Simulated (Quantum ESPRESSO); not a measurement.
InMo4Pd2Zn, input and log of a self-consistent run

A calculation, not a measurement. The program is pw.x of Quantum ESPRESSO 7.5 (plane-wave density functional theory). The cell is made up: eight metal atoms on a face-centred cubic lattice, with elements, volume, strain and displacements drawn at random and not relaxed, so it may be unstable or far from any real phase. PseudoDojo standard norm-conserving files set the functional (PBE unless stated); there is no spin polarisation or spin-orbit coupling, the Fermi-Dirac width of 0.25 eV means electrons at about 2900 K, and the masses in the input are unused placeholders. A spin test at this wide smearing found no moment, but such smearing suppresses magnetism that the real alloy may have.

Input:

```
&control calculation='scf', pseudo_dir='./dojo.nc.sr.pbe.v0_5.standard.upf', outdir='./o', disk_io='minimal', tprnfor=.true., tstress=.true. /
&system ibrav=0, nat=8, ntyp=4, nbnd=79, ecutwfc=84.00895049, nosym=.true., tot_charge=0,
 occupations='smearing', smearing='fd', degauss=0.0183746611
/
&electrons conv_thr=1.470e-08, electron_maxstep=70, mixing_beta=0.5 /
ATOMIC_SPECIES
In 1.0 In.upf
Mo 1.0 Mo.upf
Pd 1.0 Pd.upf
Zn 1.0 Zn.upf
CELL_PARAMETERS angstrom
-2.0862 -3.9887 -1.9899
-4.051 1.9376 1.9821
0.0122 4.0498 -4.1143
ATOMIC_POSITIONS angstrom
In 0.0007 0.0144 -0.048
Mo 0.0001 2.0631 -2.0298
Mo -2.0541 2.0706 -0.1005
Pd -2.1308 4.0186 -2.0181
Mo -1.9929 -0.0995 -1.9905
Mo -2.0154 2.1288 -4.1187
Zn -4.077 0.0087 -0.1933
Pd -4.1002 1.9458 -2.1516
K_POINTS automatic
5 5 4 1 1 1
```

The log is shortened where brackets say so; the opening notice, blank lines, dates and the lines on written files are dropped, and the path of the files is cut. It prints rydbergs, bohrs and kilobars, and counts compression as positive stress. Its total energy is the free energy E - TS of the whole cell.

```
     Program PWSCF v.7.5
     Parallel version (MPI & OpenMP), running on       4 processor cores
     Number of MPI processes:                 4
     Threads/MPI process:                     1
     [start-up lines left out]
     bravais-lattice index     =            0
     lattice parameter (alat)  =       9.3004  a.u.
     unit-cell volume          =     893.8386 (a.u.)^3
     number of atoms/cell      =            8
     number of atomic types    =            4
     number of electrons       =       125.00
     number of Kohn-Sham states=           79
     kinetic-energy cutoff     =      84.0090  Ry
     charge density cutoff     =     336.0358  Ry
     scf convergence threshold =      1.5E-08
     mixing beta               =       0.5000
     number of iterations used =            8  plain     mixing
     Exchange-correlation= PBE
                           (   1   4   3   4   0   0   0)
     [axes and pseudopotential details left out]
   Cartesian axes
     site n.     atom                  positions (alat units)
         1        In     tau(   1) = (   0.0001422   0.0029259  -0.0097530  )
         2        Mo     tau(   2) = (   0.0000203   0.4191972  -0.4124310  )
         3        Mo     tau(   3) = (  -0.4173685   0.4207211  -0.0204204  )
         4        Pd     tau(   4) = (  -0.4329530   0.8165313  -0.4100537  )
         5        Mo     tau(   5) = (  -0.4049334  -0.0202172  -0.4044457  )
         6        Mo     tau(   6) = (  -0.4095051   0.4325466  -0.8368704  )
         7        Zn     tau(   7) = (  -0.8283975   0.0017677  -0.0392762  )
         8        Pd     tau(   8) = (  -0.8331114   0.3953632  -0.4371793  )
     number of k points=    50  Fermi-Dirac smearing, width (Ry)=  0.0184
                       cart. coord. in units 2pi/alat
        k(    1) = (  -0.1691804   0.0267896  -0.1236578), wk =   0.0400000
        k(    2) = (  -0.2068052   0.1400823  -0.3113043), wk =   0.0400000
     [further k points left out]
     Dense  grid:    92967 G-vectors     FFT dimensions: (  60,  60,  64)
     Estimated max dynamical RAM per process >     347.90 MB
     Estimated total dynamical RAM >       1.29 GB
     Initial potential from superposition of free atoms
     starting charge     124.9899, renormalised to     125.0000
     Starting wfcs are   77 randomized atomic wfcs +    2 random wfcs
     total cpu time spent up to now is        4.7 secs
     per-process dynamical memory:   279.0 Mb
     Self-consistent Calculation
     iteration #  1     ecut=    84.01 Ry     beta= 0.50
     Davidson diagonalization with overlap
     ethr =  1.00E-02,  avg # of iterations =  3.0
     total cpu time spent up to now is       16.4 secs
     total energy              =   -1649.91530983 Ry
     estimated scf accuracy    <       8.56967115 Ry
     iteration #  2     ecut=    84.01 Ry     beta= 0.50
     Davidson diagonalization with overlap
     ethr =  6.86E-03,  avg # of iterations =  3.0
     total cpu time spent up to now is       28.4 secs
     total energy              =   -1652.79231921 Ry
     estimated scf accuracy    <      30.20106892 Ry
     iteration #  3     ecut=    84.01 Ry     beta= 0.50
     Davidson diagonalization with overlap
     ethr =  6.86E-03,  avg # of iterations =  2.0
     total cpu time spent up to now is       38.7 secs
     total energy              =   -1654.71596126 Ry
     estimated scf accuracy    <       7.93346903 Ry
     iteration #  4     ecut=    84.01 Ry     beta= 0.50
     Davidson diagonalization with overlap
     ethr =  6.35E-03,  avg # of iterations =  1.0
     total cpu time spent up to now is       47.3 secs
     total energy              =   -1654.94762139 Ry
     estimated scf accuracy    <       2.44709121 Ry
     iteration #  5     ecut=    84.01 Ry     beta= 0.50
     Davidson diagonalization with overlap
     ethr =  1.96E-03,  avg # of iterations =  1.3
     total cpu time spent up to now is       56.2 secs
     total energy              =   -1655.03959821 Ry
     estimated scf accuracy    <       0.39320798 Ry
     [iterations 6 to 12 left out]
     iteration # 13     ecut=    84.01 Ry     beta= 0.50
     Davidson diagonalization with overlap
     ethr =  1.95E-07,  avg # of iterations =  1.1
     total cpu time spent up to now is      133.3 secs
     total energy              =   -1655.09560893 Ry
     estimated scf accuracy    <       0.00000504 Ry
     iteration # 14     ecut=    84.01 Ry     beta= 0.50
     Davidson diagonalization with overlap
     ethr =  4.03E-09,  avg # of iterations =  3.4
     total cpu time spent up to now is      144.1 secs
     total energy              =   -1655.09560972 Ry
     estimated scf accuracy    <       0.00000053 Ry
     iteration # 15     ecut=    84.01 Ry     beta= 0.50
     Davidson diagonalization with overlap
     ethr =  4.27E-10,  avg # of iterations =  2.7
     total cpu time spent up to now is      154.7 secs
     total energy              =   -1655.09560979 Ry
     estimated scf accuracy    <       0.00000047 Ry
     iteration # 16     ecut=    84.01 Ry     beta= 0.50
     Davidson diagonalization with overlap
     ethr =  3.75E-10,  avg # of iterations =  1.0
     total cpu time spent up to now is      163.2 secs
     total energy              =   -1655.09560983 Ry
     estimated scf accuracy    <       0.00000004 Ry
     iteration # 17     ecut=    84.01 Ry     beta= 0.50
     Davidson diagonalization with overlap
     ethr =  3.28E-11,  avg # of iterations =  2.0
     total cpu time spent up to now is      172.7 secs
     End of self-consistent calculation
     [lines on levels left out]
!    total energy              =   -1655.09560983 Ry
     estimated scf accuracy    <          1.3E-09 Ry
     smearing contrib. (-TS)   =      -0.11092781 Ry
     internal energy E=F+TS    =   -1654.98468202 Ry
     The total energy is F=E-TS. E is the sum of the following terms:
     one-electron contribution =    -597.01161253 Ry
     hartree contribution      =     373.42672304 Ry
     xc contribution           =    -252.00915865 Ry
     ewald contribution        =   -1179.39063387 Ry
     convergence has been achieved in  17 iterations
     Forces acting on atoms (cartesian axes, Ry/au):
     atom    1 type  1   force =     0.01090458    0.00258671    0.03293612
     atom    2 type  2   force =    -0.01743030   -0.00760741   -0.01248438
     atom    3 type  2   force =     0.02235677   -0.01651531   -0.01949105
     atom    4 type  3   force =     0.03077145   -0.00939196   -0.03454588
     atom    5 type  2   force =    -0.04527742    0.01822758   -0.02266572
     atom    6 type  2   force =    -0.02461110   -0.01226752    0.01759729
     atom    7 type  4   force =     0.01569372   -0.00529131    0.01809887
     atom    8 type  3   force =     0.00759228    0.03025922    0.02055476
     Total force =     0.105207     Total SCF correction =     0.000149
     Computing stress (Cartesian axis) and pressure
          total   stress  (Ry/bohr**3)                   (kbar)     P=      -32.21
  -0.00026044  -0.00010573  -0.00017792          -38.31      -15.55      -26.17
  -0.00010573  -0.00017038   0.00016579          -15.55      -25.06       24.39
  -0.00017792   0.00016579  -0.00022603          -26.17       24.39      -33.25
     init_run     :      4.37s CPU      4.59s WALL (       1 calls)
     electrons    :    163.40s CPU    168.11s WALL (       1 calls)
     forces       :      1.55s CPU      1.56s WALL (       1 calls)
     stress       :      5.34s CPU      5.35s WALL (       1 calls)
     [timing details left out]
     PWSCF        :   2m54.72s CPU   2m59.73s WALL
     JOB DONE.
```

In other units: free energy -22518.723 eV for the cell, pressure -3.22 GPa, largest force component 1.164 eV/Å in size. The run took 182 s of wall time with four MPI processes on a shared machine (Intel Xeon, 2023 or later, virtual cores), so the time is rough. A rerun of this cell at a higher cutoff and on a denser mesh moved values by no more than 0.005 eV in energy, 0.05 GPa in stress and 0.009 eV/Å in force, and a second program with other atomic files agreed on that cell to 2 % rms in force and 0.5 GPa in pressure.